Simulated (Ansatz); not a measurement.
The start is a generated cell, Ni placed in the dhcp structure type. The structure is fully relaxed (lattice and positions, P = 0) with PBEsol (plane waves to 420 eV, PAW, scalar-relativistic; Ansatz, an electronic-structure program). The first steps use a coarse 15×15×4 k-mesh.

Initial structure:
```
Ni
1.0
    2.50145     0.00000     0.00000
   -1.25073     2.16632     0.00000
    0.00000     0.00000     8.04845
Ni
4
Direct
  0.00000   0.00000   0.00000
  0.00000   0.00000   0.50000
  0.33333   0.66667   0.25000
  0.66667   0.33333   0.75000
```
Spin-polarised start, with parallel moments on Ni.

Problem. How large is the pressure on the unrelaxed cell, and of which sign?

Solution. -9.6 GPa (negative: the cell is under tension).

Problem. By how much does the energy per atom fall from start to end?

Solution. 0.02 eV/atom.

Problem. How does the volume per atom move from start to end?

Solution. -4.6 %, from 10.90 to 10.40 Å³/atom.

Problem. How do the shortest distances between atoms change?

Solution. The closest pairs of elements (up to four, under 3.6 Å), start → end: Ni–Ni 2.48 → 2.45 Å.

Problem. Is the relaxed structure metallic? Give its gap.

Solution. Zero (metallic).

Problem. What does it relax into? Give the structure.

Solution. 
```cif
data_Ni4
_chemical_formula_sum 'Ni4'
_space_group_name_H-M_alt 'P63/mmc'
_space_group_IT_number 194
_space_group_name_Hall '-P 6c 2c'
_cell_length_a 2.44716
_cell_length_b 2.44716
_cell_length_c 8.01927
_cell_angle_alpha 90.000
_cell_angle_beta 90.000
_cell_angle_gamma 120.000
loop_
_atom_site_label
_atom_site_type_symbol
_atom_site_symmetry_multiplicity
_atom_site_Wyckoff_symbol
_atom_site_fract_x
_atom_site_fract_y
_atom_site_fract_z
_atom_site_occupancy
Ni1 Ni 2 a 0.00000 0.00000 0.00000 1
Ni2 Ni 2 c 0.33333 0.66667 0.25000 1
```

The space group stays P6₃/mmc (No. 194) (the run could not lower it); the end is AFLOW prototype A_hP4_194_ac (A3', as in La), with 4 atoms in the primitive magnetic cell. Final values are on a 22×22×6 k-mesh of the relaxed cell. Spin state reached: ferromagnetic (net 0.63 μB/atom), from parallel starting moments; other spin orders were not run from this start.

The run could not lose the symmetry of its start; a randomly shaken copy of 8 atoms returns to this structure.

All atoms sit on sites fixed by symmetry, so only the cell could relax.

The relaxed structure here is a generated cell of Ni: the first start was made by placing the elements on the sites of a structure type, and the end was not matched to a known phase here, so it may be hypothetical. Known forms of Ni include space group No. 225.
